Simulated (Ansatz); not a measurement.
With plane-wave PAW LDA (Ansatz code), VSi$_{2}$ in the hexagonal phase (P6_222; V on 3d, Si on 6j) relaxes to a = 4.491 Å, c = 6.277 Å. Its formation energy from the elements is -0.58 eV/atom, with no fitted shifts.

Electronic character: metallic (no gap).

An equation-of-state fit gives a bulk modulus of 194 GPa. The relaxed-ion elastic constants in GPa are C11 = 411, C12 = 64.3, C13 = 83.3, C33 = 479, C44 = 146. The elastic constants imply a Debye temperature near 825 K. The highest mode at Γ lies at 437 cm^-1.

The LDA relaxation kept the symmetry of its start. The run is not spin-polarised. As this level gives no gap, shear constants depend on the k-mesh and smearing (Fermi–Dirac, 0.1 eV here). As this level gives no gap, phonon frequencies hold no LO–TO term and depend on the k-mesh and smearing (Fermi–Dirac, 0.1 eV here). The references are the lowest solids computed at this level, not always the standard phases.

Potentials: the later of the program's two PAW sets.
